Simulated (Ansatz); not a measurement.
Structure: SnH (chair-type functionalised monolayer), at its r2SCAN minimum. In-plane lattice: a = 4.659 Å, b = 4.659 Å, γ = 120.0°; thickness between the outer nuclei 4.27 Å. Around Sn lie 1 H at 1.72 Å and 3 Sn at 2.81 Å; around H lie 1 Sn at 1.72 Å.

```cif
data_structure
_symmetry_space_group_name_H-M 'P 1'
_symmetry_Int_Tables_number 1
_cell_length_a 4.6586
_cell_length_b 4.6586
_cell_length_c 32.3669
_cell_angle_alpha 90.000
_cell_angle_beta 90.000
_cell_angle_gamma 120.000
_cell_volume 608.35
loop_
_atom_site_label
_atom_site_type_symbol
_atom_site_fract_x
_atom_site_fract_y
_atom_site_fract_z
_atom_site_occupancy
Sn1 Sn 0.33333 0.66667 0.32172 1
Sn2 Sn 0.66667 0.33333 0.29619 1
H1 H 0.33333 0.66667 0.37492 1
H2 H 0.66667 0.33333 0.24299 1
```
The sheet repeats along a and b alone.

5 runs of the plane-wave code Ansatz on this cell differ in the functional (and in the settings that go with it). Levels are in eV from each run's valence top; v1 is the last filled band, c1 the first empty one.

Run A, mean stress 0.0 N/m (compression positive):
```tsv
point	v5	v3	v1	c1	c2	c3
Γ	-9.75	-2.35	0.00	0.82	3.69	3.69
M	-8.24	-3.21	-1.31	1.87	3.86	4.49
K	-7.51	-2.82	-2.63	4.34	4.34	4.34
```

Run B, mean stress -0.2 N/m (compression positive):
```tsv
point	v5	v3	v1	c1	c2	c3
Γ	-10.15	-2.51	0.00	1.21	4.17	4.17
M	-8.58	-3.39	-1.37	2.29	4.31	4.97
K	-7.83	-2.99	-2.75	4.77	4.83	4.83
```

Run C, mean stress +0.6 N/m (compression positive):
```tsv
point	v5	v3	v1	c1	c2	c3
Γ	-9.36	-2.21	0.00	0.57	3.47	3.47
M	-7.94	-3.04	-1.24	1.64	3.49	4.11
K	-7.25	-2.66	-2.51	3.92	3.92	3.99
```

Run D, mean stress -0.1 N/m (compression positive):
```tsv
point	v5	v3	v1	c1	c2	c3
Γ	-10.46	-2.65	0.00	1.72	4.78	4.78
M	-8.86	-3.52	-1.39	2.83	4.79	5.48
K	-8.09	-3.12	-2.82	5.26	5.35	5.35
```

Run E, mean stress -0.9 N/m (compression positive):
```tsv
point	v5	v3	v1	c1	c2	c3
Γ	-9.42	-2.09	0.00	0.45	3.44	3.44
M	-7.99	-2.99	-1.24	1.55	3.40	4.12
K	-7.30	-2.58	-2.53	3.85	3.86	3.86
```

Problem. Match the runs to LDA, PBE, r2SCAN, r2SCANh, PBE0.

Solution. A is r2SCAN, B is r2SCANh, C is PBE, D is PBE0, E is LDA. In order of the gap: LDA 0.45, PBE 0.57, r2SCAN 0.82, r2SCANh 1.21, PBE0 1.72 eV.

These are computed values for a spin-unpolarised cell that may be hypothetical; none is a measurement.

No spin-orbit coupling is included; it can move band edges with weight on the heavy atoms by tenths of an eV.

The program warns that its thresholds are loose for a hybrid's stress.
